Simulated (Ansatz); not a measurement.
Here is an unrelaxed guess for Sm3F2.

```cif
data_structure
_symmetry_space_group_name_H-M 'P 1'
_symmetry_Int_Tables_number 1
_cell_length_a 4.8466
_cell_length_b 4.8466
_cell_length_c 4.8466
_cell_angle_alpha 90.000
_cell_angle_beta 90.000
_cell_angle_gamma 90.000
_cell_volume 113.84
loop_
_atom_site_label
_atom_site_type_symbol
_atom_site_fract_x
_atom_site_fract_y
_atom_site_fract_z
_atom_site_occupancy
Sm1 Sm 0.50000 0.00000 0.00000 1
Sm2 Sm 0.00000 0.50000 0.00000 1
Sm3 Sm 0.00000 0.00000 0.50000 1
F1 F 0.50000 0.50000 0.50000 1
F2 F 0.00000 0.00000 0.00000 1
```

Computed with DFT PBE, scalar-relativistic, plane waves, PAW, and for the lanthanide a 4f-in-core norm-conserving potential, in Ansatz 0.2.0. Cutoff 690 eV; k points 4×4×4 on the computed 5-atom cell (Γ-centred); Gaussian smearing, width 0.10 eV; no spin polarisation.

Energies over the elements count from the elements' standard structures at the same level (F₂ as a molecule), with no fitted energy shifts.

Problem. Estimate its pressure, forces and energy as it stands.

Solution. The pressure is 2.1 GPa (it wants to expand), the largest force is 0.00 eV/Å (symmetry fixes the atoms), and the energy is −0.99 eV/atom against the elements. The shortest distance is 2.42 Å.

Problem. Is it a good guess?

Solution. A good one: relaxing gains under 0.1 eV/atom (the start's value is from the coarse mesh, so the gain is rough) in 8 ionic steps and ends at −0.97 eV/atom on the finer mesh. The symmetry stays Pm-3m (No. 221). The volume per atom grows by 5.7 %, from 22.8 to 24.1 Å³. The shortest distance goes from 2.42 Å (Sm–F) to 2.47 Å (Sm–F). Conventional cell: a = 4.937 Å. Sm is surrounded by 2 F at 2.47 Å, 4 F at 3.49 Å and 8 Sm at 3.49 Å; around F on its first site lie 12 Sm at 3.49 Å; around F on its second site lie 6 Sm at 2.47 Å.

The last run used an 8×8×8 mesh for its 5-atom cell and Gaussian smearing of 0.10 eV. An odd number of valence electrons (the lanthanide is held trivalent, its 4f shell in the core) allows no gap without spin; another valence of the lanthanide, a larger cell or a magnetic state could open one. The cell is a metal run without spin; a magnetic state may lie lower. The relaxation can't lower the symmetry of the start, and the grade says only how near the guess is to its own end. A structure relaxed within its symmetry needn't be a true minimum. Another cell of Sm3F2 relaxed alike, in P4mm, lies 0.52 eV/atom lower, so this cell isn't the stable form at this level.

The lanthanide is trivalent by construction, without f bands, f moments or other valences. The reference runs of the other elements, and any phases without the lanthanide, used 420 eV, which shifts energies against them by under 10 meV/atom. The lanthanide's reference is the lowest of its hcp, dhcp and fcc cells.
